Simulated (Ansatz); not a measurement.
HfIr3 in space group I4/mmm (No. 139; Ir on 2b, Ir on 4d, Hf on 2a) under volume change, the program Ansatz at the r²SCAN level (PAW), shape and atoms relaxed at each volume.

```json
[
 {"V (Å³/atom)": "14.053", "E − E(relaxed) (meV/atom)": "136.6", "P (GPa)": "34.42"},
 {"V (Å³/atom)": "14.517", "E − E(relaxed) (meV/atom)": "57.1", "P (GPa)": "20.94"},
 {"V (Å³/atom)": "14.980", "E − E(relaxed) (meV/atom)": "13.4", "P (GPa)": "9.57"},
 {"V (Å³/atom)": "15.443", "E − E(relaxed) (meV/atom)": "0.0", "P (GPa)": "0.00"},
 {"V (Å³/atom)": "15.907", "E − E(relaxed) (meV/atom)": "12.0", "P (GPa)": "-8.06"},
 {"V (Å³/atom)": "16.370", "E − E(relaxed) (meV/atom)": "45.4", "P (GPa)": "-14.84"},
 {"V (Å³/atom)": "16.833", "E − E(relaxed) (meV/atom)": "96.7", "P (GPa)": "-20.52"}
]
```

Question: What does a third-order Birch–Murnaghan fit give for V₀, B₀ and B′?

Answer: V₀ = 15.44 Å³/atom, B₀ = 292 GPa, B′ = 4.7.

A made-up cell: these elements were put on the sites of a structure type; neither database checked (COD, Materials Project) lists it. COD files the formula under space group No. 221, so this cell is another polymorph or a model. Whether it is the stable phase at ambient conditions was not checked. The cell was relaxed with r²SCAN under the symmetry of its start; its stability against distortions is not shown here. The run is not spin-polarised. Spin–orbit coupling is left out wherever it is not named.

Potentials: the earlier of the program's two PAW sets.
